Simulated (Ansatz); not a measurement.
# Property card for SrPt$_{5}$

SrPt5:
```yaml
crystal:
  lattice:
    - [5.45113, 0.00000, 0.00000]
    - [-2.72557, 4.72082, 0.00000]
    - [0.00000, 0.00000, 4.35545]
  atoms:
    - { symbol: Sr, position: [0.00000, 0.00000, 0.00000] }
    - { symbol: Pt, position: [0.50000, 0.50000, 0.50000] }
    - { symbol: Pt, position: [0.00000, 0.50000, 0.50000] }
    - { symbol: Pt, position: [0.50000, 0.00000, 0.50000] }
    - { symbol: Pt, position: [0.66667, 0.33333, 0.00000] }
    - { symbol: Pt, position: [0.33333, 0.66667, 0.00000] }
```

Space group P6/mmm (No. 191); conventional cell a = b = 5.4511 Å, c = 4.3554 Å, α = β = 90.00°, γ = 120.00°.

Method: r²SCAN (plane waves, PAW; program Ansatz). The cell and atoms are relaxed at this level. Other levels are named where they apply.

**Cell and energy**

```yaml
volume_per_atom: 18.68 Å³
density: 15.75 g/cm³
Formation energy from the elements (no fitted shifts): -0.61 eV/atom
```

**Electronic structure**

```yaml
electronic_character: metallic (no gap)
Density of states at the Fermi level: 0.47 states/eV per atom (mean over ±0.08 eV)
```

The workflow started from a Materials Project entry (that database holds measured and hypothetical structures alike); the Crystallography Open Database files this formula in space group No. 191, but the cells were not matched. Its standing as an ambient phase is unchecked. The cell was relaxed with r²SCAN under the symmetry of its start; whether a distortion lowers the energy is not shown. No spin polarisation was allowed. Axis ratios of metals converge slowly with the k-mesh, so a and c are less sure than the volume. The references are the lowest solids computed at this level, not always the standard phases. Scalar-relativistic: spin–orbit coupling is off unless named, which matters more the heavier the elements.

Potentials: the later of the program's two PAW sets.
